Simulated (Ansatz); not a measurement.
Relaxed-ion elastic tensor of YF₃ in space group Pnma (No. 62; Y on 4c, F on 8d, F on 4c) in GPa (Voigt order), PBEsol (plane waves, PAW; program Ansatz); density 5.12 g/cm³, 11.82 Å³ per atom.

```
 217  97.1   120   0.0   0.0   0.0
97.1   229  58.1   0.0   0.0   0.0
 120  58.1   125   0.0   0.0   0.0
 0.0   0.0   0.0  59.3   0.0   0.0
 0.0   0.0   0.0   0.0  64.8   0.0
 0.0   0.0   0.0   0.0   0.0  59.5
```

### Question
Is the crystal mechanically stable?

### Answer
Yes: the smallest eigenvalue of C is 42.3 GPa.

### Question
Work out the Voigt, Reuss and Hill averages.

### Answer
K_V = 125, K_R = 106, K_H = 115; G_V = 56.5, G_R = 45.9, G_H = 51.2 GPa.

### Question
Give Young's modulus, Poisson's ratio, Pugh's ratio and the universal anisotropy index.

### Answer
E = 9KG/(3K + G) = 134 GPa; ν = 0.31; K/G = 2.25 (ductile by the Pugh limit of 1.75); A_U = 5G_V/G_R + K_V/K_R − 6 = 1.33.

### Question
Estimate the sound speeds and the Debye temperature.

### Answer
v_l = √((K + 4G/3)/ρ) = 5980 m/s, v_t = √(G/ρ) = 3160 m/s, mean 3530 m/s; Θ = (h/k)(3n/4πV)^(1/3) v_m = 462 K.

### Question
Solve the Christoffel equation for the three sound speeds along x, y, z.

### Answer
Eigenvalues of C_ijkl n_j n_l equal ρv². In km/s, slowest first: x 3.41, 3.56, 6.51; y 3.40, 3.41, 6.69; z 3.40, 3.56, 4.94.

### Question
How much does each axis shrink under pressure?

### Answer
Linear compressibilities β_i = Σ_j S_ij (j = 1 to 3): x -0.73, y 2.8, z 7.4 per TPa.

The workflow started from a Materials Project entry (that database holds measured and hypothetical structures alike); the Crystallography Open Database files this formula in space group No. 62, but the cells were not matched. Its standing as an ambient phase is unchecked. Symmetry was held in the PBEsol relaxation; its stability against distortions is not shown here. No spin polarisation was allowed.

Potentials: the earlier of the program's two PAW sets. The files were generated under PBE; for other functionals the program regenerates the frozen cores, and for LDA and PBEsol the local potential too.
